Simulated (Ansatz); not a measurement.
Here is the system:

PbS:
```cif
data_PbS
_chemical_formula_sum 'S1 Pb1'
_space_group_name_H-M_alt 'P 1'
_space_group_IT_number 1
_cell_length_a 4.17389
_cell_length_b 4.17389
_cell_length_c 4.17389
_cell_angle_alpha 60.000
_cell_angle_beta 60.000
_cell_angle_gamma 60.000
loop_
_space_group_symop_operation_xyz
  'x, y, z'
loop_
_atom_site_label
_atom_site_type_symbol
_atom_site_fract_x
_atom_site_fract_y
_atom_site_fract_z
_atom_site_occupancy
S1 S 0.00000 0.00000 0.00000 1
Pb1 Pb 0.50000 0.50000 0.50000 1
```

This is the PBEsol-relaxed structure.

Question: All from the program Ansatz at the PBEsol level (PAW), unless another level is named. Estimate the Poisson's ratio.

Answer: 0.27.

Question: Give the elastic constants (relaxed ions, GPa).

Answer: C11 = 149, C12 = 15.9, C44 = 20.0.

Space group Fm-3m (rock salt). Symmetry was held in the PBEsol relaxation. Scalar-relativistic: spin–orbit coupling is off unless named, which matters more the heavier the elements.

Potentials: the later of the program's two PAW sets.
